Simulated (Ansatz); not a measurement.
ZrC (rock salt)

```yaml
crystal:
  lattice:
    - [0.00000, 4.70874, 4.70874]
    - [2.35437, 2.35437, 4.70874]
    - [2.35437, 2.35437, 0.00000]
  atoms:
    - { symbol: C, position: [0.00000, 0.00000, 0.00000] }
    - { symbol: C, position: [0.50000, 0.00000, 0.00000] }
    - { symbol: Zr, position: [0.00000, 0.50000, 0.50000] }
    - { symbol: Zr, position: [0.50000, 0.50000, 0.50000] }
```

A phonon eigenvector at X = (0.5, 0.5, 0.0) is frozen into this cell: atom i moves by Q times the vector below, so Q is the largest atomic displacement, in Å. The cell is held. (q is in reciprocal vectors of the primitive cell; the cell shown is doubled to hold the pattern.)

```json
[
 {"atom": "C1", "x": "0.000", "y": "0.000", "z": "1.000"},
 {"atom": "C2", "x": "0.000", "y": "0.000", "z": "-1.000"},
 {"atom": "Zr3", "x": "0.000", "y": "0.000", "z": "0.018"},
 {"atom": "Zr4", "x": "0.000", "y": "0.000", "z": "-0.018"}
]
```

The numbers are results of PBE (plane waves to 420 eV, PAW, scalar-relativistic; Ansatz, an electronic-structure program), not measurements. k mesh 17×17×17 (Γ-centred), Fermi-Dirac smearing 0.05 eV. The energy includes the smearing's −TS. With partly filled bands, energies and forces of such displacements shift with the k mesh and the smearing. ZrC is run without spin polarisation. ZrC was relaxed with its symmetry unable to fall. The zero of ΔE is the undisplaced structure. The last digit holds for this mesh only.

```csv
Q (Å),ΔE (meV/cell)
-0.180,414.6
-0.150,withheld
-0.120,181.9
-0.090,101.9
-0.060,45.2
-0.030,11.3
0.000,0.0
0.030,11.3
0.060,45.2
0.090,101.9
0.120,181.9
0.150,withheld
0.180,414.6
```

Q: Fit an even polynomial form (powers 2, 4) to the given rows and predict ΔE at Q = 0.150.

A: Least squares on the 11 given rows: ΔE = (12510)·Q² + (8961)·Q⁴, in meV/cell with Q in Å; root-mean-square residual 0.08 meV/cell. At 0.150 the fit gives 286.0 meV/cell; the calculation gives 285.8 meV/cell, so the interpolation is off by 0.2 (+0.1 %). The quadratic term alone would give 281.5 meV/cell.

(For displaced atoms, the force is minus the slope of the energy, and its curvature is a force constant, which sets phonon frequencies.)
